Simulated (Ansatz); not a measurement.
Mg3Sb2:
```yaml
crystal:
  lattice:
    - [4.56806, 0.00000, 0.00000]
    - [-2.28403, 3.95606, 0.00000]
    - [0.00000, 0.00000, 7.24331]
  atoms:
    - { symbol: Sb, position: [0.33333, 0.66667, 0.22872] }
    - { symbol: Sb, position: [0.66667, 0.33333, 0.77128] }
    - { symbol: Mg, position: [0.00000, 0.00000, 0.00000] }
    - { symbol: Mg, position: [0.33333, 0.66667, 0.63365] }
    - { symbol: Mg, position: [0.66667, 0.33333, 0.36635] }
```

r²SCAN (plane waves, PAW; program Ansatz) gives a gap of 0.60 eV without spin–orbit coupling, maximum at Γ, minimum off the standard path, at k = (0.000, 0.422, 0.339).

Task: What happens when spin–orbit coupling is switched on?

Result: The gap decreases by 0.12 eV, to 0.48 eV; maximum at Γ, minimum off the standard path, at k = (0.000, 0.422, 0.341).

Task: Give the electron effective mass with spin–orbit coupling.

Result: 0.13, 0.19, 0.48 mₑ (principal values).

Task: Give the hole effective mass with spin–orbit coupling.

Result: 0.092, 0.63, 0.63 mₑ (principal values).

Space group P-3m1 (La2O3 or Ni2Al3 type). Symmetry was held in the r²SCAN relaxation.

Potentials: the later of the program's two PAW sets.
